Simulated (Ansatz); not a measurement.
Starting cell, Se (trigonal-Se type, space group P3_121):

```
Se
1.0
    4.52968     0.00000     0.00000
   -2.26484     3.92282     0.00000
    0.00000     0.00000     5.04289
Se
3
Direct
  0.21840   0.00000   0.83333
  0.00000   0.21840   0.16667
  0.78160   0.78160   0.50000
```

Two-dimensional scan of atom 2 (Se, nearest neighbour Se at 2.400 Å; its periodic images, 4.5 Å or more away, move with it): u runs along (1.000, 0.000, 0.000), v along (0.000, 1.000, 0.000) (Cartesian). Cell and other atoms are fixed.

Level of theory: PBE (plane waves to 420 eV, PAW, scalar-relativistic; Ansatz, a first-principles code). k mesh 7×7×5 (Γ-centred), Fermi-Dirac smearing 0.05 eV. As the smearing reaches across the gap at some points, energies and forces of such displacements shift with the k mesh and the smearing. Fu and Fv are the components of the force on the atom. Se was relaxed with its symmetry unable to fall. The last digit holds for this mesh only.

Changes of Fu (eV/Å) from the point u = 0.000 Å, v = 0.000 Å when one coordinate moves alone (two changes are said to add if the coupling is within 5 % of the smaller one, nearly so within 20 %):

| point | change |
|---|---|
| u = 0.000 Å, v = -0.600 Å | -1.877 |
| u = 0.000 Å, v = -0.300 Å | -0.812 |
| u = -0.600 Å, v = 0.000 Å | 1.457 |
| u = -0.300 Å, v = 0.000 Å | 1.042 |
| u = 0.300 Å, v = 0.000 Å | -1.290 |
| u = 0.600 Å, v = 0.000 Å | -2.576 |
| u = 0.000 Å, v = 0.300 Å | 0.297 |
| u = 0.000 Å, v = 0.600 Å | 0.031 |

Task: Do the two effects add at u = 0.600 Å, v = -0.300 Å? Give the computed change.

Result: The sum of the single changes is -2.576 + (-0.812) = -3.388; the calculation gives -4.045, so the coupling contributes -0.657 (over 20 % of the smaller single change, not additive).

Task: Do the two effects add at u = -0.300 Å, v = -0.600 Å? Give the computed change.

Result: The sum of the single changes is 1.042 + (-1.877) = -0.835; the calculation gives -0.759, so the coupling contributes 0.076 (under 20 % of the smaller single change, nearly additive).

(A displaced cell: forces are minus the slopes of the energy, force constants its curvatures, and phonons follow from these.)
